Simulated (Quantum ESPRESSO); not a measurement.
# Computed records: Al3GeAs4 (made-up cell)

All values are calculated (Quantum ESPRESSO 7.5). Calculation on a made-up crystal cell, not a measurement: periodic Kohn-Sham density functional theory in plane waves with PseudoDojo standard norm-conserving scalar-relativistic pseudopotentials, each functional with its own files (v0.5 for PBE, v0.4.1 for LDA and PBEsol), no spin polarisation, no spin-orbit coupling, atoms not relaxed, stress positive in tension, energies less a fixed whole-eV offset for each atom's element; levels are Kohn-Sham levels at fractions of this cell's reciprocal vectors, counted from the reference band (half the neutral cell's valence electrons, rounded up) at Gamma; error bars cover cutoff and k-mesh only, not smearing or the files; added strain carries the atoms with the cell, and shear is the tensor component; each bar is the largest change over components, and at least 0.002 eV, 0.002 eV per angstrom or 0.02 GPa; energies are for the whole cell, and the offsets were chosen from early runs and are not element reference energies.

## Al3GeAs4 (made-up cell)

Unstrained structure:
```xyz
8
Lattice="5.8443 0.0000 0.0000 0.0000 5.8443 0.0000 0.0000 0.0000 5.8443" Properties=species:S:1:pos:R:3 Al3GeAs4
Al    -0.1655     0.0307     0.0147
Al    -0.0455     2.9207     2.8577
Ge     2.9830     0.0047     2.8534
Al     2.9601     2.9884    -0.0329
As     1.4426     1.4459     1.6397
As     1.4668     4.3528     4.4634
As     4.3351     1.4591     4.5296
As     4.4043     4.3265     1.5035
```

Here we set lattice type zincblende/diamond, functional pbe, cutoff 1143 eV, fermi dirac smearing 0.1 eV, scf tolerance 1e-07 eV, electrons removed 0, added strain kind uniform, added strain 0.0001, k mesh 6 x 6 x 6, shifted by half a step and structure shown before the added strain of 0.0001.

Atoms:
```
atoms element  atom site  atom energy offset (eV)
           Al          1                      -64
           Al          2                      -64
           Ge          3                    -2430
           Al          4                      -64
           As          5                    -2887
           As          6                    -2887
           As          7                    -2887
           As          8                    -2887
```

Q: Give the missing pressure for Al3GeAs4 (made-up cell).
A: -0.9589 GPa

Q: Give the missing stress xx for Al3GeAs4 (made-up cell).
A: 0.8989 GPa

Q: Give the missing stress yz for Al3GeAs4 (made-up cell).
A: 0.03633 GPa

Further results for Al3GeAs4 (made-up cell):

```
free energy less offsets : 3.618 eV
smearing term minus ts   : -0.05699 eV
scf iterations           : 10
stress yy                : 0.5079 GPa
stress zz                : 1.47 GPa
stress xz                : -0.9958 GPa
stress xy                : 3.484 GPa
fermi level              : 1.076 eV
reference band           : 42
error bar energy         : 0.00674 eV
error bar stress         : 0.02 GPa
error bar force          : 0.01219 eV/Å
error bar next band up   : 0.002 eV
error bar fermi level    : 0.008126 eV
error bars from          : tighter rerun of a related cell
```

Forces:
```
site  x (eV/Å)  y (eV/Å)  z (eV/Å)
   1     1.546   -0.4516    0.7007
   2    0.4473   -0.2815     1.442
   3    -0.337     -0.25     1.347
   4   -0.6124   -0.5062     0.961
   5   -0.3753    0.3564    -1.829
   6   -0.7736    0.4991    -0.557
   7    0.1502    0.5964    -1.221
   8  -0.04498    0.0375   -0.8442
```

Levels:
```
level k point  next band up (eV)
        Gamma             0.8151
(1/2,1/2,1/2)              1.253
   (0.15,0,0)               1.17
   (0,0.15,0)              1.074
   (0,0,0.15)              1.137
```
